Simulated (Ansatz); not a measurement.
# Hf: from a starting cell to a relaxed one

The start is a generated trial cell of Hf in the AFLOW prototype A_oF8_70_a. A full variable-cell relaxation at zero pressure is run with PBE (plane waves to 420 eV, PAW, scalar-relativistic; Ansatz, a program for electronic structure). The first steps use a coarse 12×12×12 k-mesh.

Starting cell:
```
CELL_PARAMETERS angstrom
      0.00000     2.85485     5.02947
      1.56333     0.00000     5.02947
      1.56333     2.85485     0.00000
ATOMIC_POSITIONS crystal
  Hf 0.25000 0.25000 0.25000
  Hf 0.00000 0.00000 0.00000
```

By how much does the energy per atom fall from start to end?

0.02 eV/atom.

How do the shortest distances between atoms change?

The closest pairs of elements (up to four, under 3.6 Å), start → end: Hf–Hf 3.00 → 3.04 Å.

What band gap does the relaxed structure have at this level?

Zero (metallic).

What does it relax into? Give the structure.


```cif
data_Hf8
_chemical_formula_sum 'Hf8'
_space_group_name_H-M_alt 'Fddd :1'
_space_group_IT_number 70
_space_group_name_Hall 'F 2 2 -1d'
_cell_length_a 3.13255
_cell_length_b 5.50879
_cell_length_c 10.39649
_cell_angle_alpha 90.000
_cell_angle_beta 90.000
_cell_angle_gamma 90.000
loop_
_space_group_symop_operation_xyz
  'x, y, z'
  '-x, -y, z'
  'x, -y, -z'
  '-x, y, -z'
  '-x+1/4, -y+1/4, -z+1/4'
  'x+1/4, y+1/4, -z+1/4'
  '-x+1/4, y+1/4, z+1/4'
  'x+1/4, -y+1/4, z+1/4'
  'x, y+1/2, z+1/2'
  '-x, -y+1/2, z+1/2'
  'x, -y+1/2, -z+1/2'
  '-x, y+1/2, -z+1/2'
  '-x+1/4, -y+3/4, -z+3/4'
  'x+1/4, y+3/4, -z+3/4'
  '-x+1/4, y+3/4, z+3/4'
  'x+1/4, -y+3/4, z+3/4'
  'x+1/2, y, z+1/2'
  '-x+1/2, -y, z+1/2'
  'x+1/2, -y, -z+1/2'
  '-x+1/2, y, -z+1/2'
  '-x+3/4, -y+1/4, -z+3/4'
  'x+3/4, y+1/4, -z+3/4'
  '-x+3/4, y+1/4, z+3/4'
  'x+3/4, -y+1/4, z+3/4'
  'x+1/2, y+1/2, z'
  '-x+1/2, -y+1/2, z'
  'x+1/2, -y+1/2, -z'
  '-x+1/2, y+1/2, -z'
  '-x+3/4, -y+3/4, -z+1/4'
  'x+3/4, y+3/4, -z+1/4'
  '-x+3/4, y+3/4, z+1/4'
  'x+3/4, -y+3/4, z+1/4'
loop_
_atom_site_label
_atom_site_type_symbol
_atom_site_symmetry_multiplicity
_atom_site_Wyckoff_symbol
_atom_site_fract_x
_atom_site_fract_y
_atom_site_fract_z
_atom_site_occupancy
Hf1 Hf 8 a 0.00000 0.00000 0.00000 1
```
(The calculation used a cell of 2 atoms; values per cell refer to that cell.)

The space group stays Fddd (No. 70) (the run could not lower it); the end is AFLOW prototype A_oF8_70_a, with 2 atoms in the primitive cell. Final values are on a 18×18×18 k-mesh of the relaxed cell. No spin polarisation in the result.

The run could not lose the symmetry of its start, so the end can be a saddle point.

All atoms sit on sites fixed by symmetry, so only the cell could relax.

The relaxed structure here is a generated cell of Hf: the first start was made by placing the elements on the sites of a structure type, and the end was not matched to a known phase here, so it may be hypothetical. Known forms of Hf include space group No. 194.
